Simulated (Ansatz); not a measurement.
Computed with DFT PBE, scalar-relativistic, plane waves, PAW (Ansatz). All cells share a 420 eV cutoff and Γ-centred k meshes spaced at most about 0.3 Å⁻¹ (about 0.25 or finer for metals, 2π included). No spin polarisation in the final relaxations.

Temperature and zero-point effects are left out. All come from trial cells, and lower structures may exist.

**Question.** Which of these relaxed structures of Li4Si is the lowest in energy?
A.

Space group Pm-3m (No. 221). a = 4.835 Å, b = 4.835 Å, c = 4.835 Å, α = 90.00°, β = 90.00°, γ = 90.00°
```json
{"atom": "Li", "site": "3c", "symmetry": "4/mm.m", "x": "0.0000", "y": "0.5000", "z": "0.5000"}
{"atom": "Li", "site": "1a", "symmetry": "m-3m", "x": "0.0000", "y": "0.0000", "z": "0.0000"}
{"atom": "Si", "site": "1b", "symmetry": "m-3m", "x": "0.5000", "y": "0.5000", "z": "0.5000"}
```

B.

Space group Im-3m (No. 229). a = 5.927 Å, b = 5.927 Å, c = 5.927 Å, α = 90.00°, β = 90.00°, γ = 90.00°
```csv
atom,site,symmetry,x,y,z
Li,8c,.-3m,0.2500,0.2500,0.2500
Si,2a,m-3m,0.0000,0.0000,0.0000
```

**Answer.** B. It has space group Im-3m (No. 229); the next, A, with space group Pm-3m (No. 221), lies 143 meV/atom higher. Counting Li atoms around Si (those within 1.25 times the shortest such distance or 1.15 times the sum of covalent radii), the lowest has Si 8 and the next has Si 6.

Cells relaxed within their symmetry can be saddle points. Some types were kept out of the candidates beforehand, so the set may lack a known form.
